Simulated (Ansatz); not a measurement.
HfSiSe (space group P4/nmm)

```yaml
crystal:
  lattice:
    - [3.57640, 0.00000, 0.00000]
    - [0.00000, 3.57640, 0.00000]
    - [0.00000, 0.00000, 8.25557]
  atoms:
    - { symbol: Hf, position: [0.00000, 0.50000, 0.74453] }
    - { symbol: Hf, position: [0.50000, 0.00000, 0.25547] }
    - { symbol: Si, position: [0.00000, 0.00000, 0.00000] }
    - { symbol: Si, position: [0.50000, 0.50000, 0.00000] }
    - { symbol: Se, position: [0.50000, 0.00000, 0.62081] }
    - { symbol: Se, position: [0.00000, 0.50000, 0.37919] }
```

The volume is varied about the relaxed value V₀ at fixed cell shape. The atoms relax within the cell's symmetry.

These are PBEsol (plane waves to 420 eV, PAW, scalar-relativistic; Ansatz, a quantum-chemistry and plane-wave program) values and carry that method's errors. k mesh 13×13×6 (Γ-centred), Fermi-Dirac smearing 0.05 eV. The energy includes the smearing's −TS. Compression counts positive. With the shape held, the modulus is that of even scaling; a crystal free to change shape is softer. HfSiSe is run without spin polarisation. HfSiSe was relaxed with its symmetry unable to fall. Spin-orbit coupling is left out, though Hf is heavy. The zero of ΔE is the relaxed starting cell.

| V (Å³/cell) | ΔE (eV/atom) | P (GPa) |
|---|---|---|
| 95.03 | 0.084 | 16.8 |
| 97.67 | 0.045 | 11.7 |
| 100.31 | 0.019 | 7.2 |
| 102.95 | 0.004 | 3.4 |
| 105.59 | 0.000 | 0.0 |
| 108.23 | 0.004 | -2.9 |
| 110.87 | 0.016 | -5.4 |
| 113.51 | 0.034 | -7.6 |
| 116.15 | 0.057 | -9.4 |

Key numbers:

- Pressure at the smallest volume: 16.8 GPa
- Energy cost of the largest compression: 84 meV/atom
- Energy cost of the largest expansion: 57 meV/atom
- Bulk modulus at fixed cell shape B₀ (third-order Birch-Murnaghan fit): 124 GPa
- Pressure derivative B₀′ (fit): 4.7
- Equilibrium volume of the fit: 17.60 Å³/atom
- Pressure for 5 % compression (fit): 7.2 GPa

(A scan under strain: stresses follow from slopes of the energy per volume, elastic moduli from its curvatures.)
